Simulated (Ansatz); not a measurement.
Given:

Sn:
```
Sn
1.0
   -2.02508     2.02508     1.65622
    2.02508    -2.02508     1.65622
    2.02508     2.02508    -1.65622
Sn
1
Cartesian
  0.00000   0.00000   0.00000
```

This is the r²SCAN-relaxed structure. x, y and z are the axes in which the lattice vectors are written.

**Question.** All from r²SCAN in the plane-wave PAW code Ansatz, unless another level is named. Estimate the Poisson's ratio.

**Answer.** 0.39.

**Question.** Next, the elastic constants (relaxed ions, GPa)?

**Answer.** C11 = 59.5, C12 = 38.1, C13 = 47.4, C33 = 84.0, C44 = 7.2, C66 = 31.6.

Space group I4/mmm (body-centred tetragonal). This is a known high-pressure phase of the composition, computed here at zero pressure and temperature. The r²SCAN relaxation kept the symmetry of its start; whether a distortion lowers the energy is not shown. As this level gives no gap, shear constants depend on the k-mesh and smearing (Fermi–Dirac, 0.1 eV here). On the denser mesh and wider smearing of the elastic run this cell carries a stress of 0.4 GPa. Scalar-relativistic: spin–orbit coupling is off unless named, which matters more the heavier the elements.

Potentials: the later of the program's two PAW sets.
